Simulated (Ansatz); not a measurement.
## Relaxing a structure of YGe

The relaxed structure here is a generated cell of YGe: the first start was made by placing the elements on the sites of a structure type, and the end was not matched to a known phase here, so it may be hypothetical.

The start is a generated cell, YGe placed in the AFLOW prototype AB_hR6_160_3a_3a (as in SiC). A full variable-cell relaxation at zero pressure is run with r2SCAN (plane waves to 500 eV, PAW, scalar-relativistic; Ansatz, a program for electronic structure). The first steps use a coarse 7×7×7 k-mesh.

Input geometry:
```
YGe
1.0
    2.08733     1.20512    10.22578
   -2.08733     1.20512    10.22578
    0.00000    -2.41024    10.22578
Ge Y
3 3
Cartesian
  0.00000   0.00000   0.00000
  0.00000   0.00000   6.81712
  0.00000   0.00000  23.86022
  0.00000   0.00000   2.55634
  0.00000   0.00000   9.37377
  0.00000   0.00000  26.41656
```

Task: How does the volume change?

Result: +10.4 %, from 25.72 to 28.39 Å³/atom.

Task: How do the shortest distances between atoms change?

Result: The closest pairs of elements (up to four, under 3.6 Å), start → end: Ge–Y 2.56 → 2.77 Å; Ge–Ge 4.17 → 3.59 Å.

Task: Is the relaxed structure metallic? Give its gap.

Result: Zero (metallic).

Task: Give the final cell and atomic positions.

Result: 
Space group R3m, hexagonal axes (No. 160); a = b = 4.921 Å, c = 24.363 Å, α = β = 90.00°, γ = 120.00°

```csv
atom,site,symmetry,x,y,z
Ge,3a,3m,0.0000,0.0000,0.0165
Ge,3a,3m,0.0000,0.0000,0.7814
Ge,3a,3m,0.0000,0.0000,0.2601
Y,3a,3m,0.0000,0.0000,0.8998
Y,3a,3m,0.0000,0.0000,0.6620
Y,3a,3m,0.0000,0.0000,0.1303
```
(The calculation used a cell of 6 atoms; values per cell refer to that cell.)

The space group stays R3m (No. 160) (the run could not lower it), with 6 atoms in the primitive cell. Final values are on a 11×11×11 k-mesh of the relaxed cell. No spin polarisation in the result. The relaxed primitive cell holds an odd number of electrons. A magnetic state may lie lower.

The run could not lose the symmetry of its start: the end is stationary, and may be a saddle point rather than a minimum.
